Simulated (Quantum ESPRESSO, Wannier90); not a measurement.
**Tight-binding from DFT: Ca3BiN (anti-perovskite)**

```xyz
5
Lattice="4.9004 0.0000 0.0000 0.0000 4.9004 0.0000 0.0000 0.0000 4.9004" Properties=species:S:1:pos:R:3 pbc="T T T"
Ca     2.4502     0.0000     2.4502
Ca     0.0000     2.4502     2.4502
Ca     2.4502     2.4502     0.0000
Bi     0.0000     0.0000     0.0000
N      2.4502     2.4502     2.4502
```

Structure: Materials Project mp-31149, symmetrised, not relaxed again. COD (Crystallography Open Database) has an entry of this formula and space group (matched by these alone). Level: LDA, no spin polarisation, no spin-orbit coupling; pw.x of Quantum ESPRESSO at 68 Ry with PseudoDojo potentials, 4×4×4 k-points, Wannier90. Density: 6×6×6 mesh, Gaussian smearing 0.01 Ry. Spin-orbit coupling is left out although heavy elements are present.

A tight-binding model is made by disentanglement and projection with no localisation steps (num_iter = 0), so the 26 orbitals stay atom-like: hydrogen-like Ca: s;d; Bi: s;p; N: s;p, axes along x, y, z; frozen window up to 1.85 eV relative to the valence-band maximum. It follows pw.x to 29 meV rms for states up to 1.4 eV relative to the valence-band maximum. Matrix elements depend on this choice of orbitals and windows.

Q: What are the on-site energies relative to the valence-band maximum, and how fast do the hoppings decay?

A: 
```csv
atom,orbitals,energy (eV)
Ca1,s,4.49
Ca1,dz2 dxz,4.11
Ca1,dyz dxy,4.38
Ca1,dx2-y2,4.81
Ca2,s,4.49
Ca2,dz2 dyz,4.11
Ca2,dxz dxy,4.38
Ca2,dx2-y2,4.81
Ca3,s,4.49
Ca3,dz2,5.16
Ca3,dxz dyz,4.38
Ca3,dx2-y2,3.76
Ca3,dxy,4.11
Bi4,s,-9.53
Bi4,pz px py,0.32
N5,s,-10.69
N5,pz px py,-0.26
```

```csv
distance of the centres (Å),largest modulus (eV)
2–3,1.6
3–4,0.88
4–5,0.20
5–6,0.057
6–7,0.18
7–8,0.042
8–9,0.033
```
